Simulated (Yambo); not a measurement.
Yambo run on Au2S (space group Pn-3m, No. 224). The wavefunctions are PBEsol (pw.x of Quantum ESPRESSO, ONCV potentials, scalar-relativistic) ones on a 2×2×2 mesh (44 occupied bands); a = b = c = 5.274 Å, α = β = γ = 90.00°.

Yambo input:

```
rim_cut
gw0
dyson
el_el_corr
HF_and_locXC
ppa
em1d
RandQpts= 1000000
RandGvec= 1 Ry
EXXRLvcs= 76 Ry
VXCRLvcs= 304 Ry
Chimod= "HARTREE"
% BndsRnXp
 17 | 189 |
%
NGsBlkXp= 8 Ry
% LongDrXp
 1.0 | 1.0 | 1.0 |
%
PPAPntXp= 27.2114 eV
% GbndRnge
 1 | 189 |
%
GTermKind= "BG"
DysSolver= "n"
ExtendOut
% QPkrange
 1 | 1 | 44 | 45 |
%
```

k points by index: 1 = Γ.

Table of the .qp output:

```
#    K-point    Band    Eo [eV]    E [eV]    E-Eo [eV]    Vxc [eV]    Vnlxc [eV]    Sc|Eo [eV]    Sc|E [eV]    dSc/dw|Eo [eV]    Re(Z)    Im(Z)
#
    1    44    0.000000    -0.424814    -0.424814    -18.10293    -21.24317    2.611911    2.715432    -6.629526    0.804095    -0.001256
    1    45    2.011907    2.203098    0.191190    -9.063535    -5.635459    -3.197563    -3.236887    -5.594260    0.829471    -0.001122
```
(The two width columns are left out.) Convergence of these settings isn't established.

Spin-orbit coupling is not included.

Geometry of the Materials Project entry, not relaxed at this level.
